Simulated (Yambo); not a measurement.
## Optical response of K2TiF6

```
K2TiF6
1.0
    5.68506     0.00000     0.00000
   -2.84253     4.92341     0.00000
    0.00000     0.00000     4.59016
F K Ti
6 2 1
Direct
  0.31684   0.15842   0.77230
  0.68316   0.84158   0.22770
  0.84158   0.15842   0.77230
  0.15842   0.84158   0.22770
  0.84158   0.68316   0.77230
  0.15842   0.31684   0.22770
  0.33333   0.66667   0.69779
  0.66667   0.33333   0.30221
  0.00000   0.00000   0.00000
```

Yambo, RPA with local fields on PBEsol bands shifted by a G0W0 scissor of 4.53 eV; 3×3×4 mesh, 111 bands, 3 Ry local-field block, 0.2 eV broadening; field along x.

```
E (eV)  Im ε  Re ε  Im ε, independent particles
------  ----  ----  ---------------------------
0.0     0.00  1.99                         0.00
0.6     0.00  1.99                         0.00
1.2     0.00  1.99                         0.00
1.9     0.00  2.00                         0.00
2.5     0.00  2.01                         0.01
3.1     0.00  2.02                         0.01
3.8     0.01  2.04                         0.01
4.4     0.01  2.06                         0.01
5.0     0.01  2.09                         0.02
5.6     0.01  2.12                         0.02
6.2     0.01  2.16                         0.03
6.9     0.02  2.21                         0.03
7.5     0.02  2.27                         0.05
8.1     0.03  2.35                         0.08
8.8     0.05  2.48                         0.14
9.4     0.11  2.69                         0.44
10.0    0.58  2.86                         2.73
10.6    0.71  2.92                         2.44
11.2    0.94  2.63                         1.18
11.9    0.44  2.33                         0.51
12.5    0.70  3.03                         1.73
13.1    1.27  3.15                         2.41
13.8    2.03  3.23                         2.58
14.4    4.29  2.26                         1.10
15.0    1.51  0.41                         0.72
15.6    1.29  1.41                         1.01
16.2    1.62  1.21                         1.44
16.9    1.28  0.84                         1.21
17.5    1.15  0.99                         1.12
18.1    0.99  0.91                         1.07
18.8    0.82  0.90                         0.85
19.4    0.74  1.05                         0.80
20.0    0.63  1.03                         0.65
```

Peak heights and small wiggles depend on the k mesh. Convergence of the RPA response with its 3×3×4 mesh was not tested. The scissor comes from a G0W0 run whose convergence isn't established. No excitonic effects at this level.

Geometry of the Materials Project entry, not relaxed at this level.
